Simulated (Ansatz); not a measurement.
Ba₂PCl:
```cif
data_Ba6Cl3P3
_chemical_formula_sum 'Ba6 P3 Cl3'
_space_group_name_H-M_alt 'R-3m :H'
_space_group_IT_number 166
_space_group_name_Hall '-R 3 2"'
_cell_length_a 4.66344
_cell_length_b 4.66344
_cell_length_c 22.66810
_cell_angle_alpha 90.000
_cell_angle_beta 90.000
_cell_angle_gamma 120.000
loop_
_atom_site_label
_atom_site_type_symbol
_atom_site_symmetry_multiplicity
_atom_site_Wyckoff_symbol
_atom_site_fract_x
_atom_site_fract_y
_atom_site_fract_z
_atom_site_occupancy
Ba1 Ba 6 c 0.00000 0.00000 0.24120 1
P1 P 3 b 0.00000 0.00000 0.50000 1
Cl1 Cl 3 a 0.00000 0.00000 0.00000 1
```
(The calculation used a cell of 4 atoms; values per cell refer to that cell.)

Relaxed at zero pressure with plane-wave PAW r²SCAN (Ansatz code).

### Question
The volume is raised by 9 % and shape and atoms relax at that volume. What pressure results, and how do the axes share the change?

### Answer
-2.1 GPa; a 2.2 %, b 2.2 %, c 4.3 %; the energy rises by 22 meV/atom.

### Question
Give the new structure.

### Answer

Space group R-3m, hexagonal axes (No. 166); a = 4.7671 Å, b = 4.7671 Å, c = 23.6456 Å, α = 90.00°, β = 90.00°, γ = 120.00°

```tsv
atom	site	symmetry	x	y	z
Ba	6c	3m	0.0000	0.0000	0.2387
P	3b	-3m	0.0000	0.0000	0.5000
Cl	3a	-3m	0.0000	0.0000	0.0000
```

The phase is kept; no other phase was compared at this pressure.

The workflow started from a Materials Project entry (that database holds measured and hypothetical structures alike); the Crystallography Open Database files this formula in space group No. 166, but the cells were not matched. Whether it is the stable phase at ambient conditions was not checked. The cell was relaxed with r²SCAN under the symmetry of its start; its stability against distortions is not shown here. Scalar-relativistic: spin–orbit coupling is off unless named, which matters more the heavier the elements.

Potentials: the later of the program's two PAW sets.
